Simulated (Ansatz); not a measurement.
Zone-centre phonons of AgF at 0.8 GPa: input and output

Computed with DFT PBEsol, scalar-relativistic, plane waves, PAW (Ansatz 0.2.0).

Launched with:
```bash
ansatz run input.yaml --threads 1 --pin off --max-ram 1228MiB --backend cpu --events-out ev --progress --plain --runs-dir out
```

Input (bare energies are in eV):
```yaml
crystal:
  lattice:
    - [0.0, 2.6435, 2.6435]
    - [2.6435, 0.0, 2.6435]
    - [2.6435, 2.6435, 0.0]
  atoms:
    - { symbol: Ag, position: [0.0, 0.0, 0.0] }
    - { symbol: F, position: [0.25, 0.25, 0.25] }
basis:
  ecutwfc: 420
kpoints:
  mp_grid: { grid: [14, 14, 14] }
hamiltonian:
  xc: pbesol
scf:
  occupations: { method: fermi_dirac, width: 0.15 }
output:
  eigenvalues: true
phonons:
  method: dfpt
  eigenvectors: true
```

The end of the output:
```
--- Phonons (Γ-DFPT): 2 representative perturbations + reference, on 244 of 2744 k-points (Σ response iterations 8) ---
  k mesh reduced under 8 symmetry operations, with k and −k counted as one. Each operation leaves every solved displacement unchanged or reverses it
  ASR residual: 1.737e-4 → 0.000e0 eV/Å²; symmetrization residual: 4.609e-6 eV/Å²
  ASR residual per site (eV/Å²): 4.52e-5 1.74e-4
  Γ frequencies (cm⁻¹): 0.00 0.00 0.00 179.50 179.50 179.50
  non-analytic LO–TO correction: not included (Born effective charges unavailable; polar crystals: no LO–TO splitting at Γ)
```

The run took 24 s on 1 thread of Intel(R) Xeon(R) 6975P-C (Granite Rapids), on a shared host, peak memory 0.69 GiB.

The cell is the ideal cubic zincblende prototype; this isn't the usual structure of the compound. Without a gap, frequencies and elastic constants depend on the k mesh and the smearing, soft modes and shear constants most. A semilocal functional can close a gap that the real compound has.

The bands only touch here, so at this level the crystal is a zero-gap semiconductor or semimetal, not an ordinary metal; spin–orbit coupling, left out, can open or move such a gap.